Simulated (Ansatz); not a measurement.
## Ansatz run, TaAgS3

The input, for Ansatz 0.2.0 (plane waves, PAW):

```yaml
crystal:
  lattice:
    - [3.376469, 0.0, 0.0]
    - [1.688234, -7.032418, 0.0]
    - [0.0, 0.0, -7.750824]
  atoms:
    - { symbol: Ta, position: [0.2621, 0.4758, 0.75], spin: 0.1 }
    - { symbol: Ta, position: [0.7379, 0.5242, 0.25], spin: 0.1 }
    - { symbol: S, position: [0.893, 0.214, 0.75], spin: 0.1 }
    - { symbol: S, position: [0.107, 0.786, 0.25], spin: 0.1 }
    - { symbol: Ag, position: [0.0, 0.0, 0.5], spin: 0.1 }
    - { symbol: Ag, position: [0.0, 0.0, 0.0], spin: 0.1 }
    - { symbol: S, position: [0.672, 0.656, 0.575], spin: 0.1 }
    - { symbol: S, position: [0.328, 0.344, 0.075], spin: 0.1 }
    - { symbol: S, position: [0.328, 0.344, 0.425], spin: 0.1 }
    - { symbol: S, position: [0.672, 0.656, 0.925], spin: 0.1 }
  symmetry: { detect: false, time_reversal: true }
kpoints:
  mp_grid: { grid: [6, 6, 3], shift: [0, 0, 0] }
  band_path:
    path:
      - [0.0, 0.0, 0.0]
      - [0.0, -0.5, 0.0]
      - [0.4711845, -0.26440775, 0.0]
      - [0.5288155, 0.26440775, 0.0]
      - [0.0, 0.0, 0.0]
      - [0.0, 0.0, -0.5]
      - [0.5288155, 0.26440775, -0.5]
      - [0.4711845, -0.26440775, -0.5]
      - [0.0, -0.5, -0.5]
      - [0.0, -0.5, 0.0]
      - [0.0, 0.0, 0.0]
    npoints: 6
magnetization:
  spin_polarized: true
scf:
  occupations: { method: fermi_dirac, width: 0.0202 }
  lower_state_search: "off"
  max_iter: 200
hamiltonian:
  pseudopotentials: { kind: paw }
  xc: r2scan
basis:
  ecutwfc: 500
  fft_grid_basis: typed
total_charge: -1.0
output:
  forces: true
  stress: true
  eigenvalues: true
  bader: true
  populations: true
  elf: true
  write_potential: true
  volumetric_format: npy
  dos:
    e_range: [-12, 8]
    de: 0.05
    projected: { site_lists: { Ag: [Ag], S: [S], Ta: [Ta] } }
checkpoint:
  read: saved_state
```

The run starts from an earlier solution of this cell. The state carries no moments; the state need not be the lowest.

Output (shortened):

```
Pseudopotentials: kind: paw
Pseudopotential: Ta, paw, valence charge 13, recommended cutoff 500 eV (meta_gga), Ta.paw.azcp
Pseudopotential: S, paw, valence charge 6, recommended cutoff 500 eV (meta_gga), S.paw.azcp
Pseudopotential: Ag, paw, valence charge 19, recommended cutoff 500 eV (meta_gga), Ag.paw.azcp
Functional definition: r2SCAN
  exchange = r2scan_x(k0 = k0, k1 = k1, a1 = a1)
  correlation = r2scan_c
Crystal: 10 atoms, lattice volume = 184.041 Å³
Basis set: ecut = 500 eV, 4679 PW (Γ), exchange–correlation on 100×216×240 points (64 copies of the dense FFT grid, shifted against one another)
Bands: 62, of which v1, the nominal top of the filled ones, is band 51 counted from 1 (50 counted from 0)
Symmetry: 1 space group operations
k-points: 56 of 108 (time reversal used)
Initial density: read from a saved state, or passed on in memory by an earlier SCF of this step, an earlier step, the calling program or the single point that the run made first
Starting moments: Σ|m| = 1 μB on 10 of 10 sites; this step starts from the density that it was given
Functional: x = r2scan, c = r2scan; τ floored in thin density (d = 2e-4 eV/Å³)
SCF iter   1: F=-40527.5008 eV  Δρ=6.82e-4  dr2=5.75e-4  dr2_τ=1.30e-2  dr2_m=5.56e-7  M=0.000 μB ∫|m|=0.003 μB
SCF iter   2: F=-40527.5115 eV  Δρ=4.64e-4  dr2=2.95e-4  dr2_τ=7.14e-5  dr2_m=2.67e-7  M=0.000 μB ∫|m|=0.000 μB  κ⁻¹=1.0e0(r=1)
SCF iter   3: F=-40527.5116 eV  Δρ=3.24e-4  dr2=1.50e-4  dr2_τ=3.31e-5  dr2_m=1.36e-7  M=0.000 μB ∫|m|=0.000 μB  κ⁻¹=1.3e-1(r=2)
SCF iter   4: F=-40527.5116 eV  Δρ=5.72e-5  dr2=2.06e-5  dr2_τ=9.69e-7  dr2_m=6.90e-8  M=0.000 μB ∫|m|=0.000 μB  κ⁻¹=8.3e-3(r=3)
SCF iter   5: F=-40527.5117 eV  Δρ=3.07e-5  dr2=3.96e-6  dr2_τ=2.63e-7  dr2_m=3.50e-8  M=0.000 μB ∫|m|=0.000 μB  κ⁻¹=3.4e-3(r=4)
SCF iter   6: F=-40527.5117 eV  Δρ=2.47e-5  dr2=1.41e-6  dr2_τ=1.91e-7  dr2_m=1.79e-8  M=0.000 μB ∫|m|=0.000 μB  κ⁻¹=7.1e-4(r=5)
SCF iter   7: F=-40527.5117 eV  Δρ=5.03e-6  dr2=8.30e-8  dr2_τ=7.55e-9  dr2_m=9.16e-9  M=0.000 μB ∫|m|=0.000 μB  κ⁻¹=1.5e-5(r=6)
SCF iter   8: F=-40527.5117 eV  Δρ=2.73e-6  dr2=1.86e-8  dr2_τ=2.43e-9  dr2_m=4.72e-9  M=0.000 μB ∫|m|=0.000 μB  κ⁻¹=1.7e-6(r=7)
SCF iter   9: F=-40527.5117 eV  Δρ=1.55e-6  dr2=8.40e-9  dr2_τ=1.03e-9  dr2_m=2.46e-9  M=0.000 μB ∫|m|=0.000 μB
SCF iter  10: F=-40527.5117 eV  Δρ=9.57e-7  dr2=2.43e-9  dr2_τ=3.54e-10  dr2_m=9.58e-10  M=0.000 μB ∫|m|=0.000 μB  κ⁻¹=1.0e0(r=1)
SCF iter  11: F=-40527.5117 eV  Δρ=4.32e-7  dr2=6.87e-10  dr2_τ=3.29e-11  dr2_m=1.18e-10  M=0.000 μB ∫|m|=0.000 μB  κ⁻¹=6.3e-2(r=2)
SCF iter  12: F=-40527.5117 eV  Δρ=2.11e-7  dr2=2.82e-10  dr2_τ=2.66e-12  dr2_m=1.33e-11  M=0.000 μB ∫|m|=0.000 μB
Magnetization: 0.0000 μB (50.5000 up, 50.5000 down)
Absolute magnetization: 0.0000 μB (∫|ρ↑−ρ↓|, with the PAW one-centre terms)
Spin contamination: 0.0000 ħ² per cell (⟨S²⟩ above its minimum at these occupations)
Per-site moments (μB) at R_I (Å): [(-1.575e-6, 1.0304), (-1.577e-6, 1.0304), (7.795e-7, 1.0121), (7.798e-7, 1.0121), (3.410e-7, 1.0121), (3.459e-7, 1.0121), (1.119e-6, 1.0350), (1.083e-6, 1.0350), (1.118e-6, 1.0350), (1.083e-6, 1.0350)]
Free energy (F): -40527.5117 eV
Harris-Foulkes:  -40527.5117 eV  (|F-HF|=1.60e-10)
Internal energy: -40527.5092 eV  (E = F + TS)
E sigma→0 (E₀):  -40527.5105 eV
Entropy (-TS):   -0.0025 eV (-0.249 meV/atom)
Fermi energy:    12.1573 eV
--- Per-component energies (eV) ---
  E_band       = -1027.6025
  E_kinetic    = 2456.7718
  E_local      = -8414.4738  (includes V_loc(G=0)·N_el)
  E_nonlocal   = 367.5450
  E_hartree    = 3581.6609
  E_xc         = -1329.1092
  E_vxc        = -1554.0176  (∫ρ·V_xc dr)
  E_paw        = -28352.7303  (= ΣΔE_a)
  E_vpaw       = -1133.5201  (= ΣTr[D̂ρ^β])
  E_aug_tail   = 0.0003  (compensation charges beyond the density's cutoff)
  E_vtau       = 86.7700  (kinetic-family band-sum trace: ∫τ·v_τ [+ j·A + Jᵃ·Aᵃ] dr)
  E_ewald      = -8833.9841
  E_core_change = -3.1898  (= ΣΔE_core)
  E_smearing   = -0.0025  (= −TS)
  E_deformation_potential = -17.0754  (in the stress; not in F)
--- Stress (GPa, compression-positive) ---
       -1.3376       0.0000       0.0000
        0.0000       2.4875       0.0000
        0.0000       0.0000       3.6412
  P = ⅓ Tr σ = 1.5970 GPa (15.970 kbar)
--- Bader charges: 10 sites ---
  site symbol  charge [e]  shift [e]    m [muB]
     0     Ta      1.9616     0.0067     0.0000
     1     Ta      1.9616     0.0067     0.0000
     2      S     -0.9350     0.0040     0.0000
     3      S     -0.9350     0.0040     0.0000
     4     Ag      0.3784     0.0023     0.0000
     5     Ag      0.3783     0.0023     0.0000
     6      S     -0.9524     0.0025     0.0000
     7      S     -0.9524     0.0025     0.0000
     8      S     -0.9525     0.0025     0.0000
     9      S     -0.9524     0.0025     0.0000
```

Origin: a database entry at a rescaled volume. Caveats: the k mesh is coarse if the cell is a metal; charged cell with a uniform background.
